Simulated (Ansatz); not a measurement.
HfSi in space group Pnma (No. 62; Hf on 4c, Si on 4c) at seven volumes, r²SCAN in the plane-wave PAW code Ansatz, shape and atoms relaxed at each. One row is withheld.

| V (Å³/atom) | P (GPa) |
|---|---|
| 15.398 | ? |
| 15.906 | 11.14 |
| 16.413 | 5.15 |
| 16.921 | 0.00 |
| 17.428 | -4.40 |
| 17.936 | -8.17 |
| 18.444 | -11.40 |

### Question
Fit the shown pressures and predict the withheld one.

### Answer
P = (3/2)B₀(x^(7/2) − x^(5/2))[1 + (3/4)(B′ − 4)(x − 1)] with x = (V₀/V)^(2/3). Least squares on the six rows gives V₀ = 16.921 Å³/atom, B₀ = 158 GPa, B′ = 4.17. At V = 15.398, x = 1.0649 and P = 18.15 GPa. The run itself gave 18.12 GPa.

The workflow started from a Materials Project entry (that database holds measured and hypothetical structures alike); the Crystallography Open Database files this formula in space group No. 62, but the cells were not matched. Whether it is the stable phase at ambient conditions was not checked. The r²SCAN relaxation kept the symmetry of its start; whether a distortion lowers the energy is not shown. No spin polarisation was allowed. Scalar-relativistic: spin–orbit coupling is off unless named, which matters more the heavier the elements.

Potentials: the later of the program's two PAW sets.
